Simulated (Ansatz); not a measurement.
Bi2Te2Se in space group R-3m (No. 166; Bi on 6c, Te on 6c, Se on 3a), plane-wave PAW r²SCAN+D4 (Ansatz code). The conduction-band minimum lies at Γ, with 1 equivalent valley. Second derivatives d²E/dk² of the lowest band at one valley (eV·Å²), along Cartesian directions:

```
direction  d²E/dk²
---------  -------
[100]        85.88
[010]        85.88
[001]        31.27
[110]        85.88
[101]        58.54
[011]        58.45
```

Problem. Find the principal effective masses, the density-of-states mass and the conductivity mass.

Solution. Off-diagonal terms follow from H_xy = H[110] − (H_xx + H_yy)/2, and m*/mₑ = 7.620 eV·Å² over each eigenvalue: 0.089, 0.089, 0.24. One valley's DOS mass (m₁m₂m₃)^(1/3) = 0.12, conductivity mass 3/(Σ 1/mᵢ) = 0.11 mₑ.

Problem. What effective density of states Nc follows at 300 K for parabolic valleys?

Solution. Nc = 2.509e19 × 1 × (0.12)^(3/2) ≈ 1.0e18 cm⁻³.

The workflow started from a Materials Project entry (that database holds measured and hypothetical structures alike); the Crystallography Open Database copy checked does not list it. Whether it is the stable phase at ambient conditions was not checked. Symmetry was held in the r²SCAN+D4 relaxation; its stability against distortions is not shown here. Scalar-relativistic: spin–orbit coupling is off unless named, which matters more the heavier the elements.

Potentials: the later of the program's two PAW sets.

Edges and masses are those of Kohn–Sham bands, whose gap is no quasiparticle gap.
